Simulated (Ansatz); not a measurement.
AgI:
```
CELL_PARAMETERS angstrom
      0.00000     3.17402     3.17402
      3.17402     0.00000     3.17402
      3.17402     3.17402     0.00000
ATOMIC_POSITIONS crystal
  Ag 0.75000 0.75000 0.75000
  I  0.00000 0.00000 0.00000
```

Relaxed with LDA. Special points in fractions of this cell's reciprocal vectors: Γ (0.000, 0.000, 0.000); X (0.500, 0.000, 0.500); U (0.625, 0.250, 0.625); K (0.375, 0.375, 0.750); L (0.500, 0.500, 0.500); W (0.500, 0.250, 0.750).

Question: List the band energies nearest the valence-band maximum at these points for the program Ansatz at the LDA level (PAW).

Answer: In eV from the valence-band maximum; about four levels below and three above (degenerate sets whole), none deeper than 8.9 eV; points with the same levels are listed once.

| k | below | above |
|---|---|---|
| Γ | -3.42 -3.42 0.00 0.00 0.00 | 1.06 5.54 5.54 5.54 |
| X | -3.29 -2.92 -2.05 -2.05 | 3.23 3.66 8.49 |
| U | -3.39 -3.10 -2.30 -1.63 | 3.68 4.90 7.55 |
| L | -3.39 -3.39 -3.25 -0.83 -0.83 | 2.51 6.06 6.06 |
| W | -3.18 -3.04 -2.50 -1.87 | 4.81 4.99 6.22 |

Space group F-43m (zinc blende). Symmetry was held in the LDA relaxation; phonons on a q-mesh show no instability. The run is not spin-polarised. Spin–orbit coupling is left out wherever it is not named.

Potentials: the later of the program's two PAW sets.
